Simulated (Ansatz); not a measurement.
CdS:
```
CELL_PARAMETERS angstrom
      4.16359     0.00000     0.00000
     -2.08179     3.60577     0.00000
      0.00000     0.00000     6.76711
ATOMIC_POSITIONS crystal
  Cd 0.66667 0.33333 0.00099
  Cd 0.33333 0.66667 0.50099
  S  0.66667 0.33333 0.62421
  S  0.33333 0.66667 0.12421
```

Relaxed with r²SCAN. Special points in fractions of this cell's reciprocal vectors: Γ (0.000, 0.000, 0.000); M (0.500, 0.000, 0.000); K (0.333, 0.333, 0.000); A (0.000, 0.000, 0.500); L (0.500, 0.000, 0.500); H (0.333, 0.333, 0.500).

Q: List the band energies nearest the valence-band maximum at these points for r²SCAN (plane waves, PAW; program Ansatz).

A: In eV from the valence-band maximum; about four levels below and three above (degenerate sets whole), none deeper than 8.9 eV; points with the same levels are listed once.

```json
[
 {"k": "Γ", "below": "-0.74 -0.74 -0.04 0.00 0.00", "above": "1.63 3.23 6.99 6.99"},
 {"k": "M", "below": "-2.59 -1.84 -1.26 -0.74", "above": "4.15 4.26 5.43"},
 {"k": "K", "below": "-3.05 -1.81 -1.81 -1.62", "above": "4.96 5.55 5.55"},
 {"k": "A", "below": "-0.38 -0.38 -0.38 -0.38", "above": "3.27 3.27 6.60 6.60"},
 {"k": "L", "below": "-1.32 -1.32 -1.30 -1.30", "above": "3.88 3.88 5.80 5.80"},
 {"k": "H", "below": "-2.39 -2.39 -1.09 -1.09", "above": "4.85 4.85 6.41 6.41"}
]
```

Space group P6_3mc (wurtzite). Symmetry was held in the r²SCAN relaxation. Scalar-relativistic: spin–orbit coupling is off unless named, which matters more the heavier the elements.

Potentials: the later of the program's two PAW sets.
